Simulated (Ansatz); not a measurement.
**Pd, beta-Sn type: geometry optimisation**

The calculation used DFT, BLYP, plane waves (420 eV) with PAW, scalar-relativistic in Ansatz. (PAW data from PBE, frozen cores regenerated.)

k-point mesh 13×13×9, Fermi-Dirac smearing 0.05 eV, starting moments 0.50 ×2 μB. Cell and atoms relax.

Starting structure:

```
Pd
1.0
    -2.41859    2.41859    1.32055
     2.41859   -2.41859    1.32055
     2.41859    2.41859   -1.32055
Pd
2
Cartesian
  0.0000 0.0000 0.0000
  0.0000 2.4186 0.6603
```

Problem. What cell does the relaxation end in?

Solution. Cmcm with a = 2.745 Å, b = 9.006 Å, c = 2.767 Å; 17.10 Å³ per atom against 15.45 at the start (10.7 %).

The cell has left the beta-Sn structure type; it ends in Cmcm.

Problem. How much energy does the relaxation gain?

Solution. 312.8 meV per atom.

Path of the relaxation (the plane waves are chosen anew near the end, which can shift the energy a little):

```
step  E − E(final) (meV/atom)  V (Å³/atom)  P (GPa)  max force (eV/Å)
   0                   312.85       15.449    25.81             0.001
   1                   138.82       17.719     1.79             0.001
   2                   136.55       17.910     0.47             0.000
   3                   136.16       17.987    -0.05             0.000
   4                   136.03       17.968     0.06             0.000
   5                   135.31       17.959     0.06             0.007
   6                   124.38       17.883    -0.14             0.007
   7                   107.47       17.713    -0.39             0.001
   8                    98.10       17.405     0.03             0.061
   9                    93.70       17.044     1.26             0.044
  10                    90.62       16.899    -0.46             0.088
  11                    88.11       16.888     0.80             0.004
  12                    87.87       16.993    -0.09             0.005
  13                    87.83       16.972    -0.02             0.001
  14                    55.94       16.972     3.50             0.004
  15                    35.54       17.047     2.07             0.004
  16                    13.92       17.067     0.85             0.032
  17                     4.51       16.904     1.42             0.015
  18                     2.11       17.058     0.11             0.022
  19                     2.03       17.060     0.02             0.001
  20                     2.02       17.066    -0.01             0.000
  21                     0.26       17.066     0.30             0.001
  22                     0.01       17.103     0.02             0.000
  23                     0.01       17.105     0.00             0.000
  24                     0.00       17.105     0.00             0.000
```

The k-point mesh keeps fewer symmetry operations than the starting structure has, so the cell can leave it.

Problem. Which magnetic state does it end in?

Solution. non-magnetic.
